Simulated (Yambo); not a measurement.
Given:

```
Mg2Si
1.0
    0.00000     3.16205     3.16205
    3.16205     0.00000     3.16205
    3.16205     3.16205     0.00000
Mg Si
2 1
Direct
  0.25000   0.25000   0.25000
  0.75000   0.75000   0.75000
  0.00000   0.00000   0.00000
```

Workflow: PBEsol (Quantum ESPRESSO, PseudoDojo norm-conserving, 84 Ry, scalar-relativistic), then G0W0 in Yambo (4×4×4 Γ-centred k mesh, bands 9 to 143 and a 10 Ry block in the screening, 143 bands in G with the Bruneval-Gonze terminator, plasmon pole fitted at 27.2 eV).

### Question
Give the PBEsol and G0W0 gaps between the band edges found on this mesh, and say where the edges lie.

### Answer
Edges: Γ → X. PBEsol: 0.11 eV; G0W0: 0.70 eV. Nearest settings tried, and what they do to the gap: 89 bands in W, 89 bands in G: -29 meV; 2 Ry block (27 vectors against 283): -333 meV. Not varied: mesh. So the settings aren't converged at that level. 

Geometry relaxed with PBEsol.
